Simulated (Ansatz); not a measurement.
## Si₃Ge: rattling a relaxed structure

It was reached by relaxing an invented guess, and it needn't be the stable form of this composition.

Level of theory: DFT PBE, scalar-relativistic, plane waves, PAW (Ansatz). Settings: cutoff 420 eV, Γ-centred mesh 10×10×8 on the computed 4-atom cell, Gaussian smearing of 0.02 eV; no spin polarisation.

The cell below (4 atoms, space group P-4m2 (No. 115)) is relaxed within its symmetry.

```
Si Ge
1.0
     3.91199    0.00000    0.00000
     0.00000    3.91199    0.00000
     0.00000    0.00000    5.53163
Si Ge
3 1
Direct
  0.50000 0.50000 0.50000
  0.50000 0.00000 0.74414
  0.00000 0.50000 0.25586
  0.00000 0.00000 0.00000
```

For the test a repeat of it with 8 atoms (edges 3.91, 5.53, 7.82 Å) was strained at random (σ = 1.5 % a component), the atoms were moved at random (σ = 0.15 Å), and all was relaxed again on a coarse 4×4×2 mesh (in the run’s order of axes) with 0.10 eV smearing, with no symmetry imposed.

Task: Does it come back?

Result: It returns, within 1 meV/atom of the unmoved cell on that mesh and with the same symmetry when read at 0.1 Å. No instability shows in this cell; modes of other wave vectors, which need another repeat, aren't tested.
